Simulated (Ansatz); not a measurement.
**Map of one atom of the cell for CdS (wurtzite)**

Starting cell, CdS (wurtzite):

```
CELL_PARAMETERS angstrom
      4.19618     0.00000     0.00000
     -2.09809     3.63400     0.00000
      0.00000     0.00000     6.82953
ATOMIC_POSITIONS crystal
  Cd 0.33333 0.66667 0.99917
  Cd 0.66667 0.33333 0.49917
  S  0.33333 0.66667 0.37563
  S  0.66667 0.33333 0.87563
```

Two-dimensional scan of atom 2 (Cd, nearest neighbour S at 2.565 Å; its periodic images, 4.2 Å or more away, move with it): u runs along (1.000, 0.000, 0.000), v along (0.000, 0.000, 1.000) (Cartesian). Cell and other atoms are fixed.

Level of theory: PBE (plane waves to 420 eV, PAW, scalar-relativistic; Ansatz, a quantum-chemistry and plane-wave program). k mesh 7×7×4 (Γ-centred), Fermi-Dirac smearing 0.05 eV. E stands for the smeared free energy. Fu and Fv are the components of the force on the atom. CdS was relaxed with its symmetry unable to fall. The zero of ΔE is the undisplaced structure. Axes are in Å.

ΔE (meV/cell), with u across and v down:

```tsv
v \ u	-0.640	-0.320	0.000	0.320	0.640
-0.640	3084	1033	520	1033	3084
-0.320	2177	599	199	599	2177
0.000	1192	240	0	240	1192
0.320	820	500	446	500	820
0.640	2040	2588	2857	2588	2040
```

Fv (eV/Å), with u across and v down:

```csv
v \ u,-0.640,-0.320,0.000,0.320,0.640
-0.640,2.07,1.10,0.87,1.10,2.07
-0.320,3.30,1.45,1.00,1.45,3.30
0.000,2.51,0.53,0.00,0.53,2.51
0.320,-0.64,-2.71,-3.39,-2.71,-0.64
0.640,-8.04,-11.92,-13.49,-11.92,-8.04
```

Read from the data:

| Item | Value |
|---|---|
| Lowest place on the grid | u = 0.000 Å, v = 0.000 Å (0 meV/cell) |
| Highest place on the grid, met at several equal points | u = -0.640 Å, v = -0.640 Å; u = 0.640 Å, v = -0.640 Å (3084 meV/cell) |

The 25 points together took very roughly 10 core-minutes.

(For displaced atoms, the force is minus the slope of the energy, and its curvature is a force constant, which sets phonon frequencies.)
